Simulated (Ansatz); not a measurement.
Input, command and steps of an Ansatz relaxation.

```yaml
crystal:
  lattice:
    - [6.1045499105, 0.0, 0.0]
    - [0.0, 6.1045499105, 0.0]
    - [0.0, 0.0, 6.1045499105]
  atoms:
    - { symbol: Zn, position: [0.5, 0.5, 0.0] }
    - { symbol: Zn, position: [0.5, 0.0, 0.5] }
    - { symbol: Zn, position: [0.0, 0.5, 0.5] }
    - { symbol: Zn, position: [0.0, 0.0, 0.0] }
    - { symbol: Se, position: [0.1106403544, 0.8893596456, 0.3893596456] }
    - { symbol: Se, position: [0.8893596456, 0.3893596456, 0.1106403544] }
    - { symbol: Se, position: [0.3893596456, 0.1106403544, 0.8893596456] }
    - { symbol: Se, position: [0.6106403544, 0.6106403544, 0.6106403544] }
    - { symbol: Se, position: [0.8893596456, 0.1106403544, 0.6106403544] }
    - { symbol: Se, position: [0.1106403544, 0.6106403544, 0.8893596456] }
    - { symbol: Se, position: [0.6106403544, 0.8893596456, 0.1106403544] }
    - { symbol: Se, position: [0.3893596456, 0.3893596456, 0.3893596456] }
basis:
  ecutwfc: 420
kpoints:
  mp_grid: { grid: [4, 4, 4] }
hamiltonian:
  xc: pbesol
scf:
  occupations: { method: gaussian, width: 0.02 }
output:
  forces: true
  stress: true
  eigenvalues: true
relax:
  adjacent_minimum: "off"
  f_tol: 0.008
  max_steps: 50
  cell: { stress_tol: 0.08, p_target: 5.0 }
```

```bash
ansatz run input.yaml --threads 2 --pin off --max-ram 5120MiB --backend cpu --events-out ev --progress --plain --runs-dir out
```

Method: DFT PBEsol, scalar-relativistic, plane waves, PAW in Ansatz 0.2.0.

Of 4 frames 3 are shown, positions in Å and forces in eV/Å; the SCF threshold varies from step to step. Steps run on the plane waves of an earlier cell, with a Pulay correction in the pressure. The basis is chosen afresh for the last frame, the zero of the energies, and at times for earlier ones too; energy and pressure step there, also at an unchanged geometry. The relaxation lowers the enthalpy F + PV at the target pressure, so the free energy itself can rise.

```xyz
12
Lattice="6.1045 0.0000 0.0000 0.0000 6.1045 0.0000 0.0000 0.0000 6.1045" Properties=species:S:1:pos:R:3:forces:R:3 pbc="T T T" step=1 free_energy_over_end_meV_per_atom=2.13 pressure_GPa=5.52
Zn    3.0523    3.0523    0.0000    0.0000    0.0000    0.0000
Zn    3.0523    0.0000    3.0523    0.0000    0.0000    0.0000
Zn    0.0000    3.0523    3.0523    0.0000    0.0000    0.0000
Zn    0.0000    0.0000    0.0000    0.0000    0.0000    0.0000
Se    0.6754    5.4291    2.3769    0.1190   -0.1190   -0.1190
Se    5.4291    2.3769    0.6754   -0.1190   -0.1190    0.1190
Se    2.3769    0.6754    5.4291   -0.1190    0.1190   -0.1190
Se    3.7277    3.7277    3.7277    0.1190    0.1190    0.1190
Se    5.4291    0.6754    3.7277   -0.1190    0.1190    0.1190
Se    0.6754    3.7277    5.4291    0.1190    0.1190   -0.1190
Se    3.7277    5.4291    0.6754    0.1190   -0.1190    0.1190
Se    2.3769    2.3769    2.3769   -0.1190   -0.1190   -0.1190
12
Lattice="6.1108 0.0000 0.0000 0.0000 6.1108 0.0000 0.0000 0.0000 6.1108" Properties=species:S:1:pos:R:3:forces:R:3 pbc="T T T" step=2 free_energy_over_end_meV_per_atom=-0.32 pressure_GPa=4.99
Zn    3.0554    3.0554    0.0000    0.0000    0.0000    0.0000
Zn    3.0554    0.0000    3.0554    0.0000    0.0000    0.0000
Zn    0.0000    3.0554    3.0554    0.0000    0.0000    0.0000
Zn    0.0000    0.0000    0.0000    0.0000    0.0000    0.0000
Se    0.6804    5.4304    2.3750    0.0149   -0.0149   -0.0149
Se    5.4304    2.3750    0.6804   -0.0149   -0.0149    0.0149
Se    2.3750    0.6804    5.4304   -0.0149    0.0149   -0.0149
Se    3.7358    3.7358    3.7358    0.0149    0.0149    0.0149
Se    5.4304    0.6804    3.7358   -0.0149    0.0149    0.0149
Se    0.6804    3.7358    5.4304    0.0149    0.0149   -0.0149
Se    3.7358    5.4304    0.6804    0.0149   -0.0149    0.0149
Se    2.3750    2.3750    2.3750   -0.0149   -0.0149   -0.0149
12
Lattice="6.1095 0.0000 0.0000 0.0000 6.1095 0.0000 0.0000 0.0000 6.1095" Properties=species:S:1:pos:R:3:forces:R:3 pbc="T T T" step=4 free_energy_over_end_meV_per_atom=0.00 pressure_GPa=5.01
Zn    3.0548    3.0548    0.0000    0.0000    0.0000    0.0000
Zn    3.0548    0.0000    3.0548    0.0000    0.0000    0.0000
Zn    0.0000    3.0548    3.0548    0.0000    0.0000    0.0000
Zn    0.0000    0.0000    0.0000    0.0000    0.0000    0.0000
Se    0.6811    5.4285    2.3737    0.0003   -0.0003   -0.0003
Se    5.4285    2.3737    0.6811   -0.0003   -0.0003    0.0003
Se    2.3737    0.6811    5.4285   -0.0003    0.0003   -0.0003
Se    3.7358    3.7358    3.7358    0.0003    0.0003    0.0003
Se    5.4285    0.6811    3.7358   -0.0003    0.0003    0.0003
Se    0.6811    3.7358    5.4285    0.0003    0.0003   -0.0003
Se    3.7358    5.4285    0.6811    0.0003   -0.0003    0.0003
Se    2.3737    2.3737    2.3737   -0.0003   -0.0003   -0.0003
```

Time: 35 s on 2 threads of Intel(R) Xeon(R) Platinum 8488C (Sapphire Rapids), with other jobs on the host, peak memory 0.77 GiB.